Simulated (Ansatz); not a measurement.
# SiHg3S: modes against the lattice constant

These are results of Ansatz, DFT LDA, scalar-relativistic, plane waves, PAW, not measurements. Cutoff 420 eV, 8×8×8 k-points (Γ-centred), Fermi-Dirac smearing of 0.15 eV. No spin polarisation. Phonons by linear response, acoustic sum rule imposed.

The cell is fixed (symmetry leaves no force on the atoms) and stands under 2.8 GPa:
Space group Pm-3m (No. 221). a = 4.914 Å, b = 4.914 Å, c = 4.914 Å, α = 90.00°, β = 90.00°, γ = 90.00°
| atom | site | symmetry | x | y | z |
| --- | --- | --- | --- | --- | --- |
| Si | 1a | m-3m | 0.0000 | 0.0000 | 0.0000 |
| S | 1b | m-3m | 0.5000 | 0.5000 | 0.5000 |
| Hg | 3c | 4/mm.m | 0.5000 | 0.5000 | 0.0000 |

Its imaginary modes show that this cell, the ideal cubic antiperovskite prototype, isn't a minimum of the energy. In a metal, frequencies and elastic constants depend on the k mesh and the smearing, soft modes and shear constants most. Spin–orbit coupling is left out, which matters for heavy elements. A semilocal functional can close a gap that the real compound has.

How do the optical zone-centre modes (counted from the lowest optical one, degenerate ones once; i marks imaginary ones) of this metal change over a = 4.914 and 5.031 Å?

Answers

```csv
a (Å),4.914,5.031
pressure (GPa),2.8,-0.7
mode 1 (cm⁻¹),100i,108i
mode 4 (cm⁻¹),42i,39i
mode 7 (cm⁻¹),35,38
mode 10 (cm⁻¹),337,299
```

Cost: 2 runs of about 35 core-minutes in all, on Arm Neoverse N1 (shared hosts).